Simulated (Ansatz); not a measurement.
BeSe:
```
BeSe
1.0
    6.22906     0.00000     0.00000
    0.00000     6.22906     0.00000
    0.00000     0.00000     3.64518
Be Se
4 4
Direct
  0.33093   0.66907   0.00000
  0.66907   0.33093   0.00000
  0.83093   0.83093   0.50000
  0.16907   0.16907   0.50000
  0.30921   0.30921   0.00000
  0.69079   0.69079   0.00000
  0.19079   0.80921   0.50000
  0.80921   0.19079   0.50000
```

PBEsol (plane waves, PAW; program Ansatz) gives a gap of 2.73 eV without spin–orbit coupling, maximum on the M–Γ line, 87 % of the way from M, minimum on the Γ–Z line, 60 % of the way from Γ.

Question: What happens when spin–orbit coupling is switched on?

Answer: The gap falls by 0.12 eV, to 2.61 eV; maximum at Γ, minimum on the Γ–Z line, 60 % of the way from Γ.

Question: Give the electron effective mass with spin–orbit coupling.

Answer: 0.43, 0.43, 0.51 mₑ (principal values).

Question: Give the hole effective mass with spin–orbit coupling.

Answer: 0.42, 0.42, 1.2 mₑ (principal values).

Space group P4_2/mnm. The start of the workflow was typed in or built on a structure type; neither database checked (COD, Materials Project) lists it. COD files the formula under space group No. 216. Its standing as an ambient phase is unchecked. The cell was relaxed with PBEsol under the symmetry of its start; its stability against distortions is not shown here.

Potentials: the earlier of the program's two PAW sets. The files were generated under PBE; for other functionals the program regenerates the frozen cores, and for LDA and PBEsol the local potential too.
